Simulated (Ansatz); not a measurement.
## ZrC (Fm-3m): electronic heat capacity and spin susceptibility from the density of states

All numbers below come from DFT r2SCAN, scalar-relativistic, plane waves, PAW (Ansatz).

Cutoff 500 eV; k points 16×16×16 on the computed 2-atom cell (Γ-centred); Gaussian smearing, width 0.10 eV; no spin polarisation.

Relaxed cell: Fm-3m, a = 4.712 Å, b = 4.712 Å, c = 4.712 Å, α = 90.00°, β = 90.00°, γ = 90.00°, 2 atoms in the primitive cell.

The density of states at the Fermi level is 0.236 states/eV in the cell of 2 atoms (1 formula unit; both spins, tetrahedra on a 24×24×24 mesh).

Problem. What Sommerfeld coefficient and Pauli susceptibility does this give?

Solution. Per formula unit N(E_F) = 0.236 states/eV. γ = (π²/3) k_B² N(E_F) N_A = 2.357 mJ/(mol K²) per state/eV, so γ = 0.6 mJ/(mol K²), a mole of formula units. χ_P = μ_B² N(E_F) N_A = 3.23×10⁻⁵ emu/mol per state/eV gives 0.8×10⁻⁵ emu/mol. This is the bare band result: a measured γ of the same phase is as a rule larger by a factor 1 + λ from phonons and spin fluctuations, the spin part of χ is larger by the Stoner factor, and a measured χ also holds orbital and core terms. N(E_F) at one energy is sensitive to the mesh where the density of states has sharp peaks.

Cost: 1 run of about 0.36 core-minutes, on Arm Neoverse V2 (shared hosts).